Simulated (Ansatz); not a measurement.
## Ba₂IBrF₂: an elastic constant from a strain scan

Level of theory: DFT r2SCAN, scalar-relativistic, plane waves, PAW in Ansatz 0.2.0. Cutoff 500 eV, Γ-centred 6×6×4 k-points, Gaussian smearing of 0.05 eV. No spin polarisation. Energies are free energies at this smearing, counted from the undisturbed cell; pressure is positive in compression.

The undisturbed cell (relaxed at this level; it needn't be the usual structure):

```xyz
6
Lattice="4.5708 0.0000 0.0000 0.0000 4.5708 0.0000 0.0000 0.0000 7.9829" Properties=species:S:1:pos:R:3 pbc="T T T"
Ba    2.2854    2.2854    6.6778
Ba    0.0000    0.0000    1.4839
I     0.0000    0.0000    5.1259
Br    2.2854    2.2854    2.6084
F     2.2854    0.0000    0.0349
F     0.0000    2.2854    0.0349
```

The cell is strained by ε times the Voigt pattern (1, -1, 0, 0, 0, 0) (xx, yy, zz, yz, xz, xy; engineering shear) with fractional coordinates fixed. The cell holds 6 atoms in V0 = 166.78 Å³. The stress column is τ = (1/V0) dE/dε, got from the stress tensor σ (compression positive) at each point as −det(1 + εP) σ : P(1 + εP)⁻¹, with P the pattern as a tensor.

```csv
ε,ΔE (meV/atom),τ (GPa)
-0.0400,?,?
-0.0200,2.951,-1.706
0.0000,0.000,0.000
0.0100,0.734,0.849
0.0300,6.662,2.576
```

Task: Which combination of elastic constants does this scan measure, and how large is it?

Result: For small ε, τ = τ0 + Kε with K = pᵀCp, which for this pattern is C11 + C22 − 2 C12 in the Cartesian frame shown. The parabola through τ at ε = -0.0200, 0 and 0.0100 has slope K = 85 GPa at zero. The energies per cell, E = NΔE, of the same two points give K = 2[E(ε₊)/ε₊ − E(ε₋)/ε₋]/[(ε₊ − ε₋)V0] = 85 GPa, in agreement. These are clamped-ion values.

Task: Predict the withheld row at ε = -0.0400 from the harmonic law, and compare.

Result: ΔE = V0(τ0 ε + Kε²/2)/N = 11.805 meV/atom and τ = -3.40 GPa. The calculation gives 11.903 meV/atom and -3.47 GPa, a miss of 0.8 % of the harmonic energy, so the harmonic law still holds here.

Forces appear on the atoms along this scan, and letting them relax would lower the energy and soften the response.

Cost: 5 runs of about 3.3 core-minutes in all, on Intel Xeon Platinum 8488C (Sapphire Rapids) (shared hosts).